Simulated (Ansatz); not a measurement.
How much do the gradients of Zr3V3O depend on the method?

Cell: a COD entry, ions relaxed with PBE at fixed cell.

Space group Fd-3m:1 (No. 227); a = 12.1703 Å.

| site | Wyckoff | site symmetry | x | y | z |
| --- | --- | --- | --- | --- | --- |
| Zr | 48f | 2.mm | 0.1898 | 0.5000 | 0.0000 |
| V13 | 16c | .-3m | 0.6250 | 0.6250 | 0.1250 |
| V17 | 32e | .3m | 0.8277 | 0.8277 | 0.3277 |
| O | 16d | .-3m | 0.1250 | 0.1250 | 0.6250 |

One atom of each set is listed; the run and its k-mesh use a cell of 28 atoms with edges of 8.61, 8.61, 8.61 Å.

First run. Level of theory: DFT, PBE, plane waves and PAW, scalar-relativistic, collinear spin, 420 eV cutoff, Γ-centred 5×5×5 k-points, Fermi–Dirac smearing 0.05 eV (Ansatz 0.2.0). Start moments as typed (μB): 1.5 on each V, none on the rest.

| site | V_zz (10²¹ V/m²) | η | m (μB) |
| --- | --- | --- | --- |
| Zr | 2.66 | 0.32 | 0.00 |
| V13 | 0.41 | 0.00 | 0.00 |
| V17 | -0.78 | 0.00 | 0.00 |
| O | -0.11 | 0.00 | 0.00 |

Second run. The same atoms and settings, except that the functional is r2SCAN and the cutoff is 500 eV.

(1) Given the first result, estimate the second.

## Answers

(1) 

| site | V_zz | η | change of V_zz | m (μB) |
| --- | --- | --- | --- | --- |
| Zr | 2.84 | 0.40 | +0.18 | 0.05 |
| V13 | 1.25 | 0.00 | +0.84 | -1.03 |
| V17 | -1.44 | 0.00 | -0.66 | 0.67 |
| O | -0.20 | 0.00 | -0.09 | 0.02 |

The largest change of V_zz is on V13, from 0.41 to 1.25. In per cent, |V_zz| changes by +7 on Zr (all sites that start above 2). The absolute magnetisation of the cell goes from 0.0 to 14.0 μB.

With no gap above 0.1 eV, as in a metal, the gradients converge slowly in k; expect changes of a tenth or more on a denser mesh. Without spin–orbit coupling (the program notes it for Zr) the gradients can shift somewhat, as the gap is small. Semilocal functionals can leave a metal where correlation in the d or f shell opens a gap in the real compound, and that would change the values at and beside V.
For the first run: The start moments die out, and the run ends without spin.
For the second run: The moments were started parallel, and the run ended with some of them reversed. The program didn't check the stability of this electronic state in full, so a lower one may lie near. The run lost part of its start moments, as the program notes; a state with other moments may lie lower. The magnetic order is the one that the run reached from its start moments, not necessarily the measured one.
